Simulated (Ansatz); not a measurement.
# Ionic part of the dielectric constant of AlGa$_{2}$N$_{3}$, mode by mode

Theory: DFT PBE, scalar-relativistic, plane waves, PAW in Ansatz. Plane waves to 420 eV; Γ-centred k mesh 12×12×12; fixed occupations. No spin polarisation. Phonons by linear response, acoustic sum rule imposed.

Space group I-4m2 (No. 119), tetragonal, a = 3.185 Å, c = 13.471 Å. Around Al lie 4 N at 1.91 Å; around Ga lie 4 N at 1.96–1.97 Å; N on a site of symmetry 2mm is surrounded by 2 Al at 1.91 Å and 2 Ga at 1.97 Å; N on a site of symmetry -4m2 has 4 Ga at 1.96 Å.

The cell was found from a structure generator's guess, not taken from experiment.

The primitive cell has V = 68.31 Å³ and ε∞,yy = 5.519. Each polar mode adds Δε = (4.92064×10⁷/V)·S/ν² along y, with S its oscillator strength in e²/amu, ν in cm⁻¹ and V in Å³.

Question: From these modes, find each Δε and ε0,yy.
| ν (cm⁻¹) | S_yy (e²/amu) |
| --- | --- |
| 239.95 | 0.01395 |
| 536.40 | 1.363 |
| 641.62 | 0.5314 |

Answer:
```tsv
ν (cm⁻¹)	Δε
239.95	0.17
536.40	3.41
641.62	0.93
```

The sum is 4.51, so ε0,yy = 10.03; the run's tensor has 10.03.

Question: Where do the longitudinal modes lie for a wave vector along y?

Answer: At 241.87, 601.73, 765.17 cm⁻¹. The Lyddane–Sachs–Teller product Π(ν_LO/ν_TO)² = 1.82 agrees with ε0/ε∞ = 1.82.
